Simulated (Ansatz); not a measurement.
The numbers come from plane-wave PAW DFT (Ansatz): PBE, no spin polarisation, 420 eV, 9×9×9 Γ-centred k points, fermi-dirac occupations (width 0.1 eV). Nothing was relaxed.

Computed maps in the lattice plane spanned by a (left to right, 4.24 Å, 13 points from zero) and b (bottom to top, 4.24 Å, 13 points from zero), 90° apart, at height 0.500 along c. The fields are smooth PAW ones with compensation charges, not the true ones near nuclei.

Valence density. Digits on a logarithmic scale: 0 up to 0.03 e/Å³, each further digit a factor of 1.6, 9 from 1.3 e/Å³ up:
```
5689875555555
5899996544445
6999997544445
5899997544445
5799986544445
5567765555555
5555555567765
5544445689997
5544445799998
6544445799999
5544445699998
5555555578986
5556555555655
```

ELF. Ten even steps from '0' (0.15) to '9' (0.89):
```
2012100332123
0157630122222
0279950022221
0169840122222
1035410232223
3000002321013
3310123200000
1322232014530
0222221048961
0122220059972
0222221036751
2321233001210
3200013310002
```

Question: The cell is YMn₂Sn₂. Which atoms lie within 0.2 Å of this plane, and where (fractions of a and b)?

Answer: Mn at (0.75, 0.25), Mn at (0.25, 0.75). The whole cell:
```
CELL_PARAMETERS angstrom
0.00000 4.24244 0.00000
4.24244 0.00000 0.00000
2.12122 2.12122 -5.56583
ATOMIC_POSITIONS crystal
Y 0.00000 0.00000 0.00000
Mn 0.75000 0.25000 0.50000
Mn 0.25000 0.75000 0.50000
Sn 0.37990 0.37990 0.24020
Sn 0.62010 0.62010 0.75980
```

Origin: a known structure type with other elements, at an estimated volume, so it need not be a known compound. Caveats: no spin polarisation, so a magnetic state may lie lower.
